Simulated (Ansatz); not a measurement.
**Ru: one input, then a changed one**

The structure comes from a relaxation in the same program, started in the hcp type, and has space group P6_3/mmc. Whether it is a known phase or the ground state wasn't checked.

First run: DFT, r2SCAN, PAW with Ansatz's default frozen-core files, scalar-relativistic (Ansatz 0.2.0).

Command: `ansatz run input.yaml --threads 1 --pin off --max-ram 2048MiB --backend cpu --events-out ev --progress --plain --runs-dir out` The run took 13 s on 1 thread of Arm Neoverse V1 (shared host), peak memory 0.41 GiB.

```yaml
crystal:
  lattice:
    - [2.7226196171, 0.0, 0.0]
    - [-1.3613098085, 2.3578577533, 0.0]
    - [0.0, 0.0, 4.288497568]
  atoms:
    - { symbol: Ru, position: [0.3333333333, 0.6666666667, 0.25] }
    - { symbol: Ru, position: [0.6666666667, 0.3333333333, 0.75] }
kpoints:
  mp_grid: { grid: [16, 16, 9] }
  band_path:
    path:
      - [0.0, 0.0, 0.0]
      - [0.5, 0.0, 0.0]
      - [0.3333333333, 0.3333333333, 0.0]
      - [0.0, 0.0, 0.0]
      - [0.0, 0.0, 0.5]
      - [0.5, 0.0, 0.5]
      - [0.3333333333, 0.3333333333, 0.5]
      - [0.0, 0.0, 0.5]
      - [0.5, 0.0, 0.5]
    npoints: 5
scf:
  occupations: { method: fermi_dirac, width: 0.05 }
hamiltonian:
  xc: r2scan
  pseudopotentials: { kind: paw }
output:
  forces: true
  stress: true
  eigenvalues: true
  efg: { contact_densities: true }
```

Result: converged; pressure -6.51 GPa; no gap on the k mesh; 6 SCF iterations.

The input is then changed:

```diff
@@ -8,5 +8,5 @@
     - { symbol: Ru, position: [0.6666666667, 0.3333333333, 0.75] }
 kpoints:
-  mp_grid: { grid: [16, 16, 9] }
+  mp_grid: { grid: [16, 16, 9], shift: [0.5, 0.5, 0.5] }
   band_path:
     path:
@@ -31,3 +31,5 @@
   eigenvalues: true
   efg: { contact_densities: true }
+magnetization:
+  spin_polarized: true
```

**Question.** What does the second run give?

**Answer.** It converged; pressure -6.41 GPa; largest force 0.041 eV/Å; moment 0.00 μB; 11 SCF iterations.

The results part of its log:

```
SCF 1 converged in 11 iterations: F = -11781.404665 eV  dr2 = 4.67e-8
  greatest PAW one-centre occupation: 0.996 electrons in one spin orbital (limit 2), on the Ru atom at site 1 (counted from 0), in its partial waves of l = 1
NSCF: frozen V_eff on 41 k-points
SCF converged after 11 iterations
Magnetization: 0.0000 μB (16.0000 up, 16.0000 down)
Absolute magnetization: 0.0000 μB (∫|ρ↑−ρ↓|)
Spin contamination: 0.0000 ħ² per cell (⟨S²⟩ above its minimum at these occupations)
Per-site moments (μB) at R_I (Å): [(0.0, 1.0967139840874267), (0.0, 1.0967139840874267)]
Free energy (F): -11781.404665 eV
Harris-Foulkes:  -11781.404665 eV  (|F-HF|=1.43e-8)
Internal energy: -11781.389782 eV  (E = F + TS)
E sigma→0 (E₀):  -11781.397224 eV
Entropy (-TS):   -0.014883 eV (-7.442 meV/atom)
Fermi energy:    23.000536 eV
--- Per-component energies (eV) ---
  E_band       = -149.496811
  E_kinetic    = 1026.914123
  E_local      = -2542.145452  (includes V_loc(G=0)·N_el)
  E_nonlocal   = 685.472671
  E_hartree    = 816.196122
  E_xc         = -368.020352
  E_vxc        = -533.153861  (∫ρ·V_xc dr)
  E_paw        = -6957.601180  (= ΣΔE_a)
  E_vpaw       = -456.512610  (= ΣTr[D̂ρ^β])
  E_aug_tail   = 0.000192  (compensation charges beyond the density's cutoff)
  E_vtau       = 37.535392  (kinetic-family band-sum trace: ∫τ·v_τ [+ j·A + Jᵃ·Aᵃ] dr)
  E_ewald      = -4441.583996
  E_core_change = -0.621911  (= ΣΔE_core)
  E_smearing   = -0.014883  (= −TS)
  E_closure    = -0.000000  (closes the sum)
  Σ components = -11781.404665   (vs F -11781.404665, Δ=0.00e0)
--- Forces (eV/Å), atoms counted from 1 ---
  atom   1  Ru    -0.03586644     0.02070750     0.00000000
  atom   2  Ru     0.03586644    -0.02070750    -0.00000000
  max |Σ_I F_I| component: 1.39e-17 eV/Å
--- Stress (GPa, compression-positive) ---
       -6.431604      -0.111075       0.000000
       -0.111075      -6.559862      -0.000000
        0.000000      -0.000000      -6.243163
  P = ⅓ Tr σ = -6.4115 GPa (-64.115 kbar)
--- PAW observables at the nuclei: V_zz in 10²¹ V/m², potentials from the cell's mean, atoms counted from 1 ---
  atom   1  Ru V_zz =    -1.010544   η = 0.4468   by run symmetry: allowed
            electrostatic potential = -6804.547945 V   contact ρ = 718999.283191 e/Å³   contact ρ_s (e/Å³): all electrons +0.000000, valence +0.000000
  atom   2  Ru V_zz =    -1.010544   η = 0.4468   by run symmetry: allowed
            electrostatic potential = -6804.547945 V   contact ρ = 718999.283191 e/Å³   contact ρ_s (e/Å³): all electrons +0.000000, valence +0.000000
--- Band table (eV; the first three rows and the last of 720) ---
  k-point 0 ↑: bands = ["-52.3079", "-52.0987", "-22.0093", "-21.0960", "-21.0755", "-20.9227", "-20.8949", "-20.8553", "14.9009", "16.7261", "20.1041", "20.4093", "20.7300", "20.9655", "21.1033", "21.5031", "21.5110", "23.1346", "24.2463", "25.4720", "33.8688", "38.5179", "41.3181", "41.6730"]
  k-point 1 ↑: bands = ["-52.2954", "-52.1115", "-21.9436", "-21.0846", "-21.0648", "-20.9613", "-20.9059", "-20.9000", "15.1804", "16.8216", "20.0450", "20.2557", "20.4692", "20.7678", "20.9394", "21.8895", "21.9186", "22.7774", "24.2418", "24.9671", "35.0431", "38.0946", "40.9551", "42.2419"]
  k-point 2 ↑: bands = ["-52.2720", "-52.1355", "-21.8192", "-21.0821", "-21.0631", "-21.0440", "-20.9348", "-20.9265", "15.6968", "16.9702", "19.9965", "20.1381", "20.1799", "20.4557", "20.6884", "21.9418", "22.4528", "22.4730", "24.1596", "24.4891", "36.8295", "37.7991", "40.0906", "43.1713"]
  k-point 359 ↓: bands = ["-52.1007", "-52.1007", "-21.9090", "-21.9090", "-21.1631", "-21.1631", "-21.1394", "-21.1394", "16.8091", "16.8091", "18.3836", "18.3836", "21.8883", "21.8883", "23.3817", "23.3817", "24.6384", "24.6384", "26.4029", "26.4029", "34.0588", "34.0588", "40.2407", "40.2407"]
```
